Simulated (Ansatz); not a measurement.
# Ge: an elastic constant from a strain scan

These are results of Ansatz 0.2.0, DFT r2SCAN, scalar-relativistic, plane waves, PAW, not measurements. Cutoff 500 eV, Γ-centred 10×10×10 k-points, Gaussian smearing of 0.03 eV. No spin polarisation. Energies are free energies at this smearing, counted from the undisturbed cell; pressure is positive in compression.

Reference structure (relaxed at this level):

```
Ge
1.0
     0.00000    2.83750    2.83750
     2.83750    0.00000    2.83750
     2.83750    2.83750    0.00000
Ge
2
Cartesian
  2.8375 2.8375 2.8375
  4.2563 4.2563 4.2563
```

The cell is strained by ε times the Voigt pattern (1, 1, 0, 0, 0, 0) (xx, yy, zz, yz, xz, xy; engineering shear) with fractional coordinates fixed. The cell holds 2 atoms in V0 = 45.69 Å³. The stress column is τ = (1/V0) dE/dε, got from the stress tensor σ (compression positive) at each point as −det(1 + εP) σ : P(1 + εP)⁻¹, with P the pattern as a tensor.

| ε | ΔE (meV/atom) | τ (GPa) |
| --- | --- | --- |
| -0.0600 | 102.213 | -25.847 |
| -0.0300 | 23.512 | -11.467 |
| 0.0000 | 0.000 | 0.034 |
| 0.0150 | 5.297 | 4.741 |
| 0.0450 | 43.145 | 12.673 |
| 0.0600 | ? | ? |

Task: Which combination of elastic constants does this scan measure, and how large is it?

Result: For small ε, τ = τ0 + Kε with K = pᵀCp, which for this pattern is 2(C11 + C12) in the cubic axes. The parabola through τ at ε = -0.0300, 0 and 0.0150 has slope K = 337 GPa at zero. The energies per cell, E = NΔE, of the same two points give K = 2[E(ε₊)/ε₊ − E(ε₋)/ε₋]/[(ε₊ − ε₋)V0] = 354 GPa, in agreement.

Task: Predict the withheld row at ε = 0.0600 from the harmonic law, and compare.

Result: ΔE = V0(τ0 ε + Kε²/2)/N = 86.784 meV/atom and τ = 20.25 GPa. The calculation gives 73.828 meV/atom and 15.94 GPa: the energy lies 15 % below the harmonic value, as bonds soften when stretched.

Cost: 6 runs of about 1.5 core-minutes in all, on Intel Xeon Processor @ 2.50GHz (Skylake/Cascade Lake) (shared hosts).